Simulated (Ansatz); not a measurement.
Method: DFT PBE, scalar-relativistic, plane waves, PAW (Ansatz). All cells share a 420 eV cutoff and Γ-centred k meshes spaced at most about 0.3 Å⁻¹ (about 0.25 or finer for metals, 2π included). No spin polarisation in the final relaxations.

Temperature and zero-point effects are left out.

Two forms of Ba₂Yb₂Si were relaxed alike.

A. Space group I4/mmm (No. 139), tetragonal, a = 4.453 Å, c = 21.296 Å. Around Ba lie 1 Ba at 3.48 Å, 4 Si at 3.60 Å, 4 Yb at 4.22 Å and 4 Ba at 4.45 Å; Yb is surrounded by 4 Yb at 3.15 Å and 4 Ba at 4.22 Å; around Si lie 8 Ba at 3.60 Å and 4 Si at 4.45 Å.

B. Space group P-3m1 (No. 164), trigonal, a = 5.472 Å, c = 8.619 Å. Around Ba lie 3 Si at 3.35 Å, 3 Yb at 3.82 Å, 3 Ba at 3.86 Å and 2 Yb at 4.26–4.36 Å; Yb is surrounded by 3 Yb at 3.81 Å, 3 Ba at 3.82 Å, 2 Ba at 4.26–4.36 Å and 3 Si at 4.53 Å; around Si lie 6 Ba at 3.35 Å and 6 Yb at 4.53 Å.

Question: Which is lower in energy, and by how much?

Answer: B is lower, by 42 meV/atom. A has space group I4/mmm (No. 139), 42.2 Å³/atom and no gap on its mesh; B has space group P-3m1 (No. 164), 44.7 Å³/atom and no gap. Counting Ba or Yb atoms around Si (for each partner element, those within 1.25 times its shortest distance or 1.15 times the sum of covalent radii, where it is the nearest in units of that sum or under 1.3), A has Si 8 and B has Si 6. The lower one is the more open, so pressure narrows the difference. Even the lower one lies +0.20 eV/atom against the reference forms of the elements (uncorrected), so neither is stable at this level. Both come from invented guesses.

The 4f shell of Yb is treated without a Hubbard U. Trial moments died out on the coarse mesh in I4/mmm and P-3m1; another magnetic start might hold. Cells relaxed within their symmetry can be saddle points.
